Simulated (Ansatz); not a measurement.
## Profile along the N–Nb line in NbN (rock salt)

NbN (rock salt)

```cif
data_NNb
_chemical_formula_sum 'N1 Nb1'
_space_group_name_H-M_alt 'P 1'
_space_group_IT_number 1
_cell_length_a 3.12633
_cell_length_b 3.12633
_cell_length_c 3.12633
_cell_angle_alpha 60.000
_cell_angle_beta 60.000
_cell_angle_gamma 60.000
loop_
_space_group_symop_operation_xyz
  'x, y, z'
loop_
_atom_site_label
_atom_site_type_symbol
_atom_site_fract_x
_atom_site_fract_y
_atom_site_fract_z
_atom_site_occupancy
N1 N 0.00000 0.00000 0.00000 1
Nb1 Nb 0.50000 0.50000 0.50000 1
```

Fields along a shortest N–Nb line of a {110} plane (2.21 Å), from N to Nb, interpolated on the slice's grid (step about 0.1 Å). These are PBE (plane waves to 420 eV, PAW, scalar-relativistic; Ansatz, a first-principles code) values and carry that method's errors. k mesh 18×18×18. Near the nuclei the fields are pseudised (PAW); where an atom keeps semicore shells as valence, they peak there. NbN is run without spin polarisation. NbN was relaxed with its symmetry unable to fall. This is a high-temperature form of NbN.

```csv
distance from N (Å),valence electron density (e/Å³),electron localisation function
0.00,3.52,x
0.22,3.58,x
0.44,2.67,0.70
0.66,1.34,0.80
0.88,0.69,0.55
1.10,0.53,0.16
1.33,1.01,0.33
1.55,2.69,0.70
1.77,4.78,0.70
1.99,4.93,x
2.21,4.18,x
```

x: too close to a nucleus for the ELF to mean much.

Density on the N–Nb line (2.21 Å) at its density minimum, 1.0 Å from N: 0.53 e/Å³. ELF at that point: 0.2.
